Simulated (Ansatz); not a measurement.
GaAs:
```xyz
2
Lattice="2.6759 0.0000 0.0000 0.0000 2.6759 0.0000 0.0000 0.0000 5.4667" Properties=species:S:1:pos:R:3 pbc="T T T"
Ga     0.0000     0.0000     2.7334
As     0.0000     0.0000     0.0000
```

Relaxed with r²SCAN.

Question: Map the electron localisation function on the plane through (0.000, 0.000, 0.500) spanned by u = [1, 0, 0] and v = [0, 0, 1] in lattice vectors, from r²SCAN in the plane-wave PAW code Ansatz.

Answer: x is the fraction of u, y of v (the angle between them is 90°; rows are the nearest grid lines); atoms in the plane: Ga at (0.00, 0.00), As at (0.00, 0.50).
```
|90012334543321009|
|00012334543321000|
|00112334443321100|
|22222333233322222|
|22333221112233322|
|44443211111234444|
|66654321112345666|
|77765432123456777|
|77766543234566777|
|44566655455666544|
|22346665556664322|
|32245666566654223|
|32245666566654223|
|22346665556664322|
|44566655455666544|
|77766543234566777|
|77765432123456777|
|66654321112345666|
|44443211111234444|
|22333221112233322|
|22222333233322222|
|00112334443321100|
|00012334543321000|
|90012334543321009|
```
Scale: ten equal steps from -0.008 (start of '0') to 1.00 (end of '9'), in the order '0123456789'; x runs from 0.000 to 1.00, y from 0.000 (bottom) to 1.00 (top).

The density is the valence pseudo-density with augmentation charge, so density and ELF within about 1 Å of a nucleus are not all-electron values.

Space group P4/mmm. The first step of the workflow began from a Materials Project structure, measured or hypothetical; the Crystallography Open Database copy checked does not list it. It is not the phase usual at ambient conditions (space group No. 216). The r²SCAN relaxation kept the symmetry of its start; of distortions, only those at the zone centre were tested.

Potentials: the later of the program's two PAW sets.
